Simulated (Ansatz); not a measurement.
Relaxed BiTe (space group P-3m1):

```
CELL_PARAMETERS angstrom
      4.38757     0.00000     0.00000
     -2.19378     3.79974     0.00000
      0.00000     0.00000    23.61264
ATOMIC_POSITIONS crystal
  Bi 0.33333 0.66667 0.29183
  Bi 0.66667 0.33333 0.70817
  Bi 0.00000 0.00000 0.87558
  Bi 0.00000 0.00000 0.12442
  Bi 0.66667 0.33333 0.46486
  Bi 0.33333 0.66667 0.53514
  Te 0.33333 0.66667 0.05277
  Te 0.66667 0.33333 0.94723
  Te 0.00000 0.00000 0.63568
  Te 0.00000 0.00000 0.36432
  Te 0.66667 0.33333 0.20864
  Te 0.33333 0.66667 0.79136
```

The atoms are displaced by Q × the pattern below (from a DFPT mode at Γ, largest move 1; Q in Å), at fixed cell.

```tsv
atom	x	y	z
Bi1	0.000	0.000	0.559
Bi2	0.000	0.000	0.559
Bi3	0.000	0.000	0.519
Bi4	0.000	0.000	0.519
Bi5	0.000	0.000	0.062
Bi6	0.000	0.000	0.062
Te7	0.000	0.000	-0.837
Te8	0.000	0.000	-0.837
Te9	0.000	0.000	-1.000
Te10	0.000	0.000	-1.000
Te11	0.000	0.000	-0.031
Te12	0.000	0.000	-0.031
```

Calculation: LDA (plane waves to 420 eV, PAW, scalar-relativistic; Ansatz, a quantum-chemistry and plane-wave program). k mesh 7×7×2 (Γ-centred), Fermi-Dirac smearing 0.05 eV. The energy includes the smearing's −TS. BiTe was relaxed with its symmetry unable to fall. Spin-orbit coupling is left out, though Bi and Te are heavy. ΔE is measured from the undisplaced structure.

```csv
Q (Å),ΔE (meV/cell)
-0.180,634
-0.150,withheld
-0.120,285
-0.090,161
-0.060,72
-0.030,18
0.000,0
0.030,18
0.060,72
0.090,161
0.120,285
0.150,withheld
0.180,634
```

Question: Fit an even polynomial form (powers 2, 4) to the given rows and predict ΔE at Q = 0.150.

Answer: Least squares on the 11 given rows: ΔE = (19980)·Q² + (-12790)·Q⁴, in meV/cell with Q in Å; root-mean-square residual 0.1 meV/cell. At 0.150 the fit gives 443 meV/cell; the calculation gives 443 meV/cell, the same to the digits shown. The quadratic term alone would give 450 meV/cell.

(For displaced atoms, the force is minus the slope of the energy, and its curvature is a force constant, which sets phonon frequencies.)
